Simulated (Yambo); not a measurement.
Yambo run on BeS (zinc blende, space group F-43m, No. 216). The wavefunctions come from this Quantum ESPRESSO step (PBE, PseudoDojo standard norm-conserving files, scalar-relativistic):

```
&CONTROL
  calculation = 'nscf'
  pseudo_dir = './pseudo'
  outdir = './out'
/
&SYSTEM
  ibrav = 0
  nat = 2
  ntyp = 2
  ecutwfc = 88.0
  ecutrho = 352.0
  occupations = 'fixed'
  force_symmorphic = .true.
  nbnd = 65
/
&ELECTRONS
  conv_thr = 2e-09
  diago_full_acc = .true.
  diago_thr_init = 1e-08
/
ATOMIC_SPECIES
Be 9.0122 Be.upf
S 32.0600 S.upf
CELL_PARAMETERS angstrom
  0.000000000000   2.435150000000   2.435150000000
  2.435150000000   0.000000000000   2.435150000000
  2.435150000000   2.435150000000   0.000000000000
ATOMIC_POSITIONS crystal
Be   0.000000000000   0.000000000000   0.000000000000
S   0.250000000000   0.250000000000   0.250000000000
K_POINTS automatic
6 6 6 0 0 0
```

Yambo input:

```
rim_cut
gw0
dyson
el_el_corr
HF_and_locXC
ppa
em1d
RandQpts= 1000000
RandGvec= 1 Ry
EXXRLvcs= 88 Ry
VXCRLvcs= 352 Ry
Chimod= "HARTREE"
% BndsRnXp
 2 | 62 |
%
NGsBlkXp= 10 Ry
% LongDrXp
 1.0 | 1.0 | 1.0 |
%
PPAPntXp= 27.2114 eV
% GbndRnge
 1 | 62 |
%
GTermKind= "BG"
DysSolver= "n"
ExtendOut
% QPkrange
 1 | 1 | 5 | 6 |
 4 | 4 | 5 | 6 |
 13 | 13 | 5 | 6 |
%
```

k points by index: 1 = Γ, 4 = L, 13 = X.

Table of the .qp output:

```
#    K-point    Band    Eo [eV]    E [eV]    E-Eo [eV]    Vxc [eV]    Vnlxc [eV]    Sc|Eo [eV]    Sc|E [eV]    dSc/dw|Eo [eV]    Re(Z)    Im(Z)
#
    1    5    0.000000    -1.106299    -1.106299    -13.69819    -16.54512    1.460370    1.740629    -6.892953    0.797884    -0.001225
    1    6    5.669154    6.452416    0.783262    -11.01831    -5.833498    -4.224435    -4.401551    -6.153096    0.815579    -0.158447E-3
    4    5    -1.015569    -2.155794    -1.140224    -13.26817    -16.47563    1.773041    2.067233    -7.020303    0.794916    -0.001256
    4    6    5.432861    6.042044    0.609183    -11.06797    -6.100647    -4.219753    -4.358138    -6.181119    0.814895    -0.377310E-3
    13    5    -2.595563    -3.834705    -1.239142    -12.56796    -16.35517    2.218877    2.548070    -7.229364    0.790091    0.001006
    13    6    3.141328    3.490806    0.349479    -9.306821    -5.141944    -3.742827    -3.815398    -5.649084    0.828087    -0.001129
```
(The two width columns are left out.) Convergence of these settings isn't established.

Geometry of the Materials Project entry, not relaxed at this level.
